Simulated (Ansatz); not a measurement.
Ansatz (an electronic-structure program) input:

Ansatz 0.2 input:
```yaml
crystal:
  lattice:
    - [0.0, 2.7591053392, 2.7591053392]
    - [2.7591053392, 0.0, 2.7591053392]
    - [2.7591053392, 2.7591053392, 0.0]
  atoms:
    - { symbol: Os, position: [0.0, 0.0, 0.0] }
    - { symbol: Os, position: [0.25, 0.25, 0.25] }
kpoints:
  mp_grid: { grid: [9, 9, 9] }
  band_path:
    path:
      - [[0.0, 0.0, 0.0], [0.5, 0.0, 0.5], [0.625, 0.25, 0.625]]  # Γ-X-U
      - [[0.375, 0.375, 0.75], [0.0, 0.0, 0.0], [0.5, 0.5, 0.5], [0.5, 0.25, 0.75], [0.5, 0.0, 0.5]]  # K-Γ-L-W-X
    npoints: 12
hamiltonian:
  xc: r2scan
  pseudopotentials: { azcp: { folder: ./paw }, kind: paw_fr }
magnetization: { noncollinear: true, spin_orbit: true }
scf:
  n_extra_bands: 12
  convergence: { dr2_threshold: 0.0000000001 }
  occupations: { method: gaussian, width: 0.05 }
output: { eigenvalues: true }
```

Output (shortened):

```
Pseudopotential: Os, paw, valence charge 16
Functional definition: r2SCAN
non-collinear run that drives no moment, with spin-orbit …
Crystal: 2 atoms, lattice volume = 42.008 Å³
Basis set: ecut = 500 eV, 1067 PW (Γ), exchange–correlation on 120×120×120 points (64 copies of the dense FFT grid, shifted against one another)
Bands: 44, of which v1, the nominal top of the filled ones, is band 32 counted from 1 (31 counted from 0)
Symmetry: 48 space group operations + 48 with time reversal
k-points: 35 of 729
Projection manifold: j_resolved (fully-relativistic pseudo-atomic orbitals)
iter 1 solved again at ethr=2.01e-3 eV; its pass at ethr=3.10e-3 eV (dr2=6.43e-1 eV) is discarded
SCF iter   1: F=—  HF=-22745.396522 eV  |F-HF|=—  |Δ(HF+E_count)|=         —  Δρ=5.01e-2  dr2=6.45e-1  dr2_τ=1.84e-2  dr2_m=0.00e0 (ungated)  ethr=2.01e-3  |M|=0.00e0 ∫|m|=0.00e0 μB  |m|>n=0.0e0 m-floor=0.0e0 τ_xc=0.0e0  β_m=0.30  ⟨swp⟩=1.5  Hψ=4514  notcnv=0
preconditioner: auto → Kerker (q_TF=auto, 2.607 Å⁻¹)
spin=Noncollinear: Kerker preconditioning applied to the charge; magnetization (m_x, m_y, m_z) channels mix plain (no charge-response kernel on spin).
SCF iter   2: F=—  HF=-22745.454127 eV  |F-HF|=—  |Δ(HF+E_count)|=   5.76e-2  Δρ=3.95e-2  dr2=4.15e-1  dr2_τ=4.99e-3  dr2_m=0.00e0 (ungated)  ethr=2.01e-3  |M|=0.00e0 ∫|m|=0.00e0 μB  |m|>n=0.0e0 m-floor=0.0e0 τ_xc=0.0e0  β_m=0.59  ⟨swp⟩=2.0  Hψ=895  notcnv=0
SCF iter   3: F=—  HF=-22745.500140 eV  |F-HF|=—  |Δ(HF+E_count)|=   4.60e-2  Δρ=5.45e-3  dr2=2.10e-2  dr2_τ=2.58e-4  dr2_m=0.00e0 (ungated)  ethr=1.30e-3  |M|=0.00e0 ∫|m|=0.00e0 μB  |m|>n=0.0e0 m-floor=0.0e0 τ_xc=0.0e0  β_m=0.82  ⟨swp⟩=3.1  Hψ=1333  notcnv=0
SCF iter   4: F=—  HF=-22745.500738 eV  |F-HF|=—  |Δ(HF+E_count)|=   5.98e-4  Δρ=1.77e-3  dr2=1.49e-3  dr2_τ=4.53e-5  dr2_m=0.00e0 (ungated)  ethr=6.56e-5  |M|=0.00e0 ∫|m|=0.00e0 μB  |m|>n=0.0e0 m-floor=0.0e0 τ_xc=0.0e0  β_m=0.91  ⟨swp⟩=2.3  Hψ=1266  notcnv=0  defer=6
SCF iter   5: F=—  HF=-22745.501867 eV  |F-HF|=—  |Δ(HF+E_count)|=   1.13e-3  Δρ=5.62e-4  dr2=1.75e-4  dr2_τ=3.65e-6  dr2_m=0.00e0 (ungated)  ethr=4.65e-6  |M|=0.00e0 ∫|m|=0.00e0 μB  |m|>n=0.0e0 m-floor=0.0e0 τ_xc=0.0e0  β_m=0.96  ⟨swp⟩=2.5  Hψ=1105  notcnv=0  defer=8
SCF iter   6: F=—  HF=-22745.501957 eV  |F-HF|=—  |Δ(HF+E_count)|=   8.95e-5  Δρ=1.01e-4  dr2=2.91e-6  dr2_τ=1.06e-7  dr2_m=0.00e0 (ungated)  ethr=5.47e-7  |M|=0.00e0 ∫|m|=0.00e0 μB  |m|>n=0.0e0 m-floor=0.0e0 τ_xc=0.0e0  β_m=0.98  ⟨swp⟩=2.0  Hψ=1044  notcnv=0  defer=8
SCF iter   7: F=—  HF=-22745.501961 eV  |F-HF|=—  |Δ(HF+E_count)|=   4.65e-6  Δρ=2.20e-5  dr2=1.01e-7  dr2_τ=2.26e-9  dr2_m=0.00e0 (ungated)  ethr=9.10e-9  |M|=0.00e0 ∫|m|=0.00e0 μB  |m|>n=0.0e0 m-floor=0.0e0 τ_xc=0.0e0  β_m=0.99  ⟨swp⟩=2.0  Hψ=1045  notcnv=0  defer=8
SCF iter   8: F=—  HF=-22745.501962 eV  |F-HF|=—  |Δ(HF+E_count)|=   2.00e-7  Δρ=1.64e-6  dr2=4.58e-10  dr2_τ=2.69e-11  dr2_m=0.00e0 (ungated)  ethr=3.17e-10  |M|=0.00e0 ∫|m|=0.00e0 μB  |m|>n=0.0e0 m-floor=0.0e0 τ_xc=0.0e0  β_m=0.99  ⟨swp⟩=2.1  Hψ=1085  notcnv=0  defer=8
SCF iter   9: F=-22745.501962 eV  HF=-22745.501962 eV  |F-HF|=2.91e-11  |Δ(HF+E_count)|=   1.06e-9  Δρ=2.53e-7  dr2=1.11e-11  dr2_τ=6.04e-13  dr2_m=0.00e0 (ungated)  ethr=1.00e-12  |M|=0.00e0 ∫|m|=0.00e0 μB  |m|>n=0.0e0 m-floor=0.0e0 τ_xc=0.0e0  ⟨swp⟩=4.1  Hψ=2143  notcnv=0
SCF 1 converged in 9 iterations: F = -22745.501962 eV  dr2 = 1.11e-11
NSCF: frozen V_eff on 74 k-points
SCF converged after 9 iterations
Magnetization: |M| = 0.0000 μB,  M = (+0.0000, +0.0000, +0.0000) μB
Absolute magnetization: 0.0000 μB (∫|m|)
  site 0: m = (+0.0000, +0.0000, +0.0000) μB, |m| = 0.0000 μB  (R = 0.99 Å)
  site 1: m = (+0.0000, +0.0000, +0.0000) μB, |m| = 0.0000 μB  (R = 0.99 Å)
Free energy (F): -22745.501962 eV
Harris-Foulkes:  -22745.501962 eV  (|F-HF|=2.91e-11)
Internal energy: -22745.499881 eV  (E = F + TS)
E sigma→0 (E₀):  -22745.500921 eV
Entropy (-TS):   -0.002080 eV (-1.040 meV/atom)
Fermi energy:    15.541262 eV
--- Per-component energies (eV) ---
  E_band       = -483.850543
  E_kinetic    = 982.392439
  E_local      = -3149.889662  (includes V_loc(G=0)·N_el)
  E_nonlocal   = 387.700723
  E_hartree    = 1159.561526
  E_xc         = -434.126837
  E_vxc        = -530.058747  (∫ρ·V_xc dr)
  E_paw        = -18091.813507  (= ΣΔE_a)
  E_vpaw       = -523.960657  (= ΣTr[D̂ρ^β])
  E_aug_tail   = 0.000457  (compensation charges beyond the density's cutoff)
  E_vtau       = 30.841892  (kinetic-family band-sum trace: ∫τ·v_τ [+ j·A + Jᵃ·Aᵃ] dr)
  E_ewald      = -3598.522161
  E_core_change = -0.802858  (= ΣΔE_core)
  E_smearing   = -0.002080  (= −TS)
  E_closure    = 0.000000  (closes the sum)
  Σ components = -22745.501962   (vs F -22745.501962, Δ=0.00e0)
  [band-id]    e_kinetic+e_local+e_nonlocal+2·e_hartree+e_vxc+e_vpaw+e_augmentation_tail+e_vtau = -483.850504   (vs E_band -483.850543, Δ=3.90e-5)
--- Band table (eV; the first three rows and the last of 35) ---
  k-point 0: bands = ["-72.6316", "-72.6316", "-72.2799", "-72.2799", "-40.4959", "-40.4959", "-39.8508", "-39.8508", "-28.7244", "-28.7244", "-28.7244", "-28.7244", "-27.5814", "-27.5814", "-27.5814", "-27.5814", "7.5345", "7.5345", "10.9317", "10.9317", …
  k-point 1: bands = ["-72.6238", "-72.6238", "-72.2879", "-72.2879", "-40.4827", "-40.4827", "-39.8669", "-39.8669", "-28.7404", "-28.7404", "-28.6906", "-28.6906", "-27.6137", "-27.6137", "-27.5642", "-27.5642", "7.7709", "7.7709", "10.8052", "10.8052", …
  k-point 2: bands = ["-72.6022", "-72.6022", "-72.3100", "-72.3100", "-40.4462", "-40.4462", "-39.9112", "-39.9112", "-28.7788", "-28.7788", "-28.5948", "-28.5948", "-27.7056", "-27.7056", "-27.5226", "-27.5226", "8.4229", "8.4229", "10.7083", "10.7083", …
  k-point 34: bands = ["-72.4802", "-72.4802", "-72.4335", "-72.4335", "-40.2337", "-40.2337", "-40.1467", "-40.1467", "-28.8230", "-28.8230", "-28.2162", "-28.2162", "-28.0718", "-28.0718", "-27.4687", "-27.4687", "10.1176", "10.1176", "10.2600", "10.2600", …
```

Cost: around 40 core-seconds (rough) on shared cores.

Space group Fd-3m (diamond). The start of the workflow was typed in or built on a structure type; neither database checked (COD, Materials Project) lists it. It is not the phase usual at ambient conditions (space group No. 194). The r²SCAN relaxation kept the symmetry of its start; whether a distortion lowers the energy is not shown. The run is not spin-polarised.

Potentials: the earlier of the program's two PAW sets.

Ansatz is a plane-wave DFT program.
